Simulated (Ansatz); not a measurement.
Sn:
```cif
data_Sn2
_chemical_formula_sum 'Sn2'
_space_group_name_H-M_alt 'P63/mmc'
_space_group_IT_number 194
_space_group_name_Hall '-P 6c 2c'
_cell_length_a 3.35864
_cell_length_b 3.35864
_cell_length_c 5.66991
_cell_angle_alpha 90.000
_cell_angle_beta 90.000
_cell_angle_gamma 120.000
loop_
_atom_site_label
_atom_site_type_symbol
_atom_site_symmetry_multiplicity
_atom_site_Wyckoff_symbol
_atom_site_fract_x
_atom_site_fract_y
_atom_site_fract_z
_atom_site_occupancy
Sn1 Sn 2 d 0.66667 0.33333 0.25000 1
```

Relaxed at zero pressure with plane-wave PAW PBE (Ansatz code).

### Question
The volume is lowered by 6 % and shape and atoms relax at that volume. What pressure results, and how do the axes share the change?

### Answer
3.4 GPa; a -1.8 %, b -1.8 %, c -2.5 %; the energy rises by 17 meV/atom.

### Question
Give the new structure.

### Answer

Space group P6₃/mmc (No. 194); a = b = 3.2980 Å, c = 5.5277 Å, α = β = 90.00°, γ = 120.00°

| atom | site | symmetry | x | y | z |
|---|---|---|---|---|---|
| Sn | 2d | -6m2 | 0.6667 | 0.3333 | 0.2500 |

The phase is kept; no other phase was compared at this pressure.

Space group P6_3/mmc (hcp (Mg type)). The start of the workflow was typed in or built on a structure type; neither database checked (COD, Materials Project) lists it. It is not the phase usual at ambient conditions (space group No. 141). Symmetry was held in the PBE relaxation; its stability against distortions is not shown here. Axis ratios of metals converge slowly with the k-mesh, so a and c are less sure than the volume. Spin–orbit coupling is left out wherever it is not named.

Potentials: the earlier of the program's two PAW sets.
